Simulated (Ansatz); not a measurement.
NbSi₂ (CrSi2 type, space group P6_222)

```
NbSi2
1.0
    4.76755     0.00000     0.00000
   -2.38378     4.12882     0.00000
    0.00000     0.00000     6.57584
Nb Si
3 6
Direct
  0.50000   0.00000   0.00000
  0.50000   0.50000   0.33333
  0.00000   0.50000   0.66667
  0.15966   0.31932   0.00000
  0.84034   0.15966   0.33333
  0.68068   0.84034   0.66667
  0.84034   0.68068   0.00000
  0.15966   0.84034   0.33333
  0.31932   0.15966   0.66667
```

The slice is a (1 -1 0 0) plane (indices of the conventional cell) through the point (0.840, 0.681, 0.000) (fractional), spanned by u = [110] and v = [001] in vectors of this cell: u (4.77 Å) and v (6.58 Å, at 90° to u). It covers one period; positions are fractions (u, v).

These are PBEsol (plane waves to 420 eV, PAW, scalar-relativistic; Ansatz, a program for electronic structure) values and carry that method's errors. k mesh 11×11×7. Inside the PAW spheres the values are not all-electron values, and peaks at nuclei hang on which shells count as valence. NbSi2 is run without spin polarisation. NbSi2 was relaxed with its symmetry unable to fall. The PAW data are Ansatz's earlier set.

### Question
Predict the map of the electrostatic potential energy of an electron, from the cell's mean on the slice.

### Answer
```
|xxxxxxxxxx++####**++==++**%%%%++xxxxxxxx|
|xxxxxxxx..**%%%%##******##%%%%**..xxxxxx|
|xxxxxx  ++%%@@%%####**##%%@@@@%%++  xxxx|
|xxxx..++##@@@@%%**++++**##@@@@@@%%++..xx|
|====**%%@@@@##++::    ::==##@@@@@@%%**==|
|**##%%%%@@##==xxxxxxxxxxxx==##@@@@@@####|
|****##%%%%++  xxxxxxxxxxxxxx++%%@@%%##**|
|++++######--xxxxxxxxxxxxxxxx::##%%##**++|
|==++**##**::xxxxxxxxxxxxxxxx..**%%##**==|
|==++**####::xxxxxxxxxxxxxxxx::##%%##**==|
|++**##%%##==xxxxxxxxxxxxxxxx--##%%%%##**|
|####%%%%%%**..xxxxxxxxxxxx  ++%%%%%%%%##|
|%%%%@@@@%%##==..xxxxxxxx  --**##%%%%%%%%|
|@@@@%%####**++==--::::--------==++**##%%|
|%%%%##==::::--==++****++::        ::++##|
|##**--  xxxxxx..==****--    xxxxxx  ..++|
|++==  xxxxxxxxxx::++++..  xxxxxxxxxx  --|
|==::xxxxxxxxxxxx  ==--  xxxxxxxxxxxx  ..|
|==::xxxxxxxxxxxx  ----  xxxxxxxxxxxx  ..|
|++--xxxxxxxxxxxx..====  xxxxxxxxxxxx  ::|
|**++::xxxxxxxx  ==****--  xxxxxxxx    ==|
|****++::    ::==##%%%%**::          --++|
|====++++++++**##%%@@@@%%**==::::::--====|
|xxxx..--**##%%@@@@@@%%%%%%####**++--  xx|
|xxxxxx  ==##%%%%%%%%##%%%%%%%%##==  xxxx|
|xxxxxxxx..**%%%%##******##%%%%**::xxxxxx|
|xxxxxxxxxx++####**++==++##%%%%++xxxxxxxx|
|xxxxxxxxxx==####++====++**####++xxxxxxxx|
```
Scale: ten equal steps from 3.00 (start of ' ') to 11.42 (end of '@'), in the order ' .:-=+*#%@'. Values: electrostatic potential energy of an electron, from the cell's mean, in eV. The map has 20 points along u (two characters each, u = 0 at the left) and 28 along v (v = 0 in the bottom row). Points within 1 Å of a nucleus are blanked (x), as the pseudised field means little there. Values under 3 eV are set to 3. The zero, the cell's mean, hangs on the PAW cores.
